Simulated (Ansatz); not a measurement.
Given:

ZnSe:
Space group F-43m (No. 216); a = 5.666 Å, b = 5.666 Å, c = 5.666 Å, α = 90.00°, β = 90.00°, γ = 90.00°

```tsv
atom	site	symmetry	x	y	z
Zn	4a	-43m	0.0000	0.0000	0.0000
Se	4d	-43m	0.7500	0.7500	0.7500
```
(The calculation used a cell of 2 atoms; values per cell refer to that cell.)

This is the r²SCAN-relaxed structure.

All from plane-wave PAW r²SCAN (Ansatz code), unless another level is named. Estimate the electron effective mass with spin–orbit coupling.

0.12 mₑ (isotropic).

Next, the hole effective mass, band 3 of 3 at the edge?

0.13 along [100], 0.11 along [110], 0.11 along [111] (mₑ).

Predict the gap with spin–orbit coupling.

1.74 eV.

What about the valence-band maximum?

at Γ.

The cell was relaxed with r²SCAN under the symmetry of its start; phonons on a q-mesh show no instability. Spin–orbit coupling is left out wherever it is not named.

Potentials: the earlier of the program's two PAW sets.
